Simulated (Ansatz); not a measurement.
# MnGa₄: relaxed-ion elastic tensor

All numbers below come from Ansatz, DFT PBEsol, scalar-relativistic, plane waves, PAW. Cutoff 420 eV, 10×10×10 k-points (Γ-centred), Gaussian smearing of 0.20 eV. Collinear spin, site moments 0.5, 0.0, 0.0, 0.0, 0.0 μB.

Equilibrium structure at this level:
```
CELL_PARAMETERS angstrom
-2.75498 2.75498 2.75498
2.75498 -2.75498 2.75498
2.75498 2.75498 -2.75498
ATOMIC_POSITIONS crystal
Mn 0.00000 0.00000 0.00000
Ga 0.00000 0.00000 0.50000
Ga 0.00000 0.50000 0.00000
Ga 0.50000 0.00000 0.00000
Ga 0.50000 0.50000 0.50000
```

In a metal, frequencies and elastic constants depend on the k mesh and the smearing, soft modes and shear constants most.

(1) Give the relaxed-ion elastic constants (GPa, Voigt order xx yy zz yz xz xy, on the axes of the cell above).

(2) Is the crystal stable against homogeneous strain?

(3) And the moduli of a polycrystal (Hill averages)?

Answers

(1)
```
185.9  63.7  63.7   0.0   0.0   0.0
 63.7 185.9  63.7   0.0   0.0   0.0
 63.7  63.7 185.9   0.0   0.0   0.0
  0.0   0.0   0.0  75.5   0.0   0.0
  0.0   0.0   0.0   0.0  75.5   0.0
  0.0   0.0   0.0   0.0   0.0  75.5
```

(2) Yes: the least eigenvalue of the tensor is 75.5 GPa.

(3) B = 104 GPa, G = 69 GPa, E = 170 GPa, ν = 0.23.

Whether MnGa4 exists in this form wasn't checked.

Cost: 1 run of about 5.4 core-minutes, on Arm Neoverse V2 (shared hosts).